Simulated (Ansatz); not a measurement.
Values for one crystal, relaxed and computed with plane-wave PAW HSE06 (Ansatz code); other levels are named.

- Volume per atom: 9.40 Å³
- Band gap: 6.22 eV (direct)
- Conduction-band minimum: at Γ
- Valence-band maximum: at Γ
- Bulk modulus (Birch–Murnaghan fit): 162 GPa
- Pressure derivative B′: 4.1

Q: Which compound is it?
(A) MgO, NiAs type
(B) BaHfO3, cubic perovskite
(C) AlN, P6_3mc (Al on 2a, Al on 2b, N on 2a, N on 2b)
(D) Cs2AgBiBr6, Fm-3m (Bi on 4a, Ag on 4b, Cs on 8c, Br on 24e)

A: A, MgO, NiAs type

Space group P6_3/mmc (NiAs type). The cell is a constructed one: a structure type filled with these elements; the Crystallography Open Database copy checked does not list it. It is not the phase usual at ambient conditions (space group No. 225). The cell was relaxed with HSE06 under the symmetry of its start; whether a distortion lowers the energy is not shown. The hybrid was solved on a coarse mesh, the path and, where they were found, the r²SCAN edge points; its band edges are the extreme levels among these.

Potentials: the later of the program's two PAW sets.
